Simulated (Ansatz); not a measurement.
Consider a crystal of Ca2YFeC6N6 in space group Fm-3m (No. 225), with Ca on 8c; Y on 4b; Fe on 4a; C on 24e; N on 24e. Recipe of this trial structure of Ca2YFeC6N6: cyanide-bridged rock-salt net of two metals, 2 guest cations a cell.

These are results of Ansatz, DFT PBE, scalar-relativistic, plane waves, PAW, not measurements. Cutoff 420 eV, Γ-centred mesh, Gaussian smearing, collinear spin.

Energies over the elements count from the elements' standard structures at the same level (N₂ as a molecule), with no fitted energy shifts.

**Question.** Give the relaxed lattice parameters and positions.

**Answer.**

Space group Fm-3m (No. 225). a = 10.861 Å, b = 10.861 Å, c = 10.861 Å, α = 90.00°, β = 90.00°, γ = 90.00°
```csv
atom,site,symmetry,x,y,z
Ca,8c,-43m,0.2500,0.7500,0.7500
Y,4b,m-3m,0.5000,0.0000,0.0000
Fe,4a,m-3m,0.0000,0.0000,0.0000
C,24e,4m.m,0.1727,0.0000,0.0000
N,24e,4m.m,0.2814,0.0000,0.0000
```

Ca is surrounded by 12 N at 3.86 Å and 12 C at 3.93 Å (long contacts); around Y lie 6 N at 2.37 Å; Fe has 6 C at 1.88 Å; C is surrounded by 1 N at 1.18 Å, 1 Fe at 1.88 Å, 4 C at 2.65 Å, 1 Y at 3.56 Å, 4 N at 3.59 Å, 1 C at 3.75 Å and 4 Ca at 3.93 Å; N has 1 C at 1.18 Å, 1 Y at 2.37 Å, 1 Fe at 3.06 Å, 4 N at 3.36 Å, 4 C at 3.59 Å and 4 Ca at 3.86 Å. Another local minimum with the same sites may exist.

**Question.** Where does its energy lie, and is it a metal?

**Answer.** The energy over the elements is +0.02 eV/atom and the gap on the 6×6×6 mesh of the 16-atom cell is 0 eV (a metal). The net moment per atom is 0.08 μB and the moment by site is Ca 0.2 (×2) μB. The formation energy is too near zero to say whether this cell lies below the elements.

The last run used collinear spin and Gaussian smearing of 0.10 eV. For metals, differences of a few meV/atom aren't resolved. The reference form of C is held partly by dispersion forces, which this level lacks. The magnetic state reached may not be the lowest. Symmetry constrained the relaxation, so the result can be a saddle point. Site moments count only spheres around the atoms; the net moment includes the space between them.
